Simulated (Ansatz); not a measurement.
Below is a relaxed structure of Fe3Co2. The cell was found from a structure generator's guess, not taken from experiment.

Method: Ansatz 0.2.0, DFT PBE, scalar-relativistic, plane waves, PAW. Cutoff 420 eV, Γ-centred mesh, Gaussian smearing, collinear spin.

```
Fe Co
1.0
     2.47703    0.00000    0.00000
    -1.23851    2.14517    0.00000
     0.00000    0.00000   19.96530
Fe Co
6 4
Direct
  0.33333 0.66667 0.95067
  0.66667 0.33333 0.64798
  0.66667 0.33333 0.44969
  0.33333 0.66667 0.35202
  0.33333 0.66667 0.55031
  0.66667 0.33333 0.04933
  0.33333 0.66667 0.74743
  0.66667 0.33333 0.84972
  0.33333 0.66667 0.15028
  0.66667 0.33333 0.25257
```

Energies over the elements count from the elements' standard structures at the same level, with no fitted energy shifts.

(1) What space group does it have?

(2) What is its formation energy per atom?

(3) Is it a metal?

(4) Which magnetic moments does it keep?

Results:

(1) P-3m1 (No. 164), with Fe and Co ordered on hcp sites. Conventional cell: a = 2.477 Å, c = 19.965 Å. Fe on its first site is surrounded by 9 Fe at 2.43–2.48 Å and 3 Co at 2.47 Å; Fe on its second site is surrounded by 9 Fe at 2.42–2.48 Å and 3 Co at 2.45 Å; Fe on its third site has 12 Fe at 2.42–2.48 Å; around Co on its first site lie 3 Fe at 2.45 Å and 9 Co at 2.48–2.49 Å; 1 more site not described.

(2) +0.08 eV/atom. A positive value: parting into the elements would lower its energy.

(3) Yes, bands cross the Fermi level on the 18×18×2 mesh.

(4) 0.00 μB per atom net, the space between the atoms included; by site: Fe 1.4, 0.9, 1.1, -0.9, -1.1, -1.4; Co 1.5 (×2), -1.5 (×2) μB.

The last run used collinear spin, an 18×18×2 mesh (in the run's order of axes) for its 10-atom cell and Gaussian smearing of 0.10 eV. Another magnetic order may lie lower. A structure relaxed within its symmetry needn't be a true minimum.
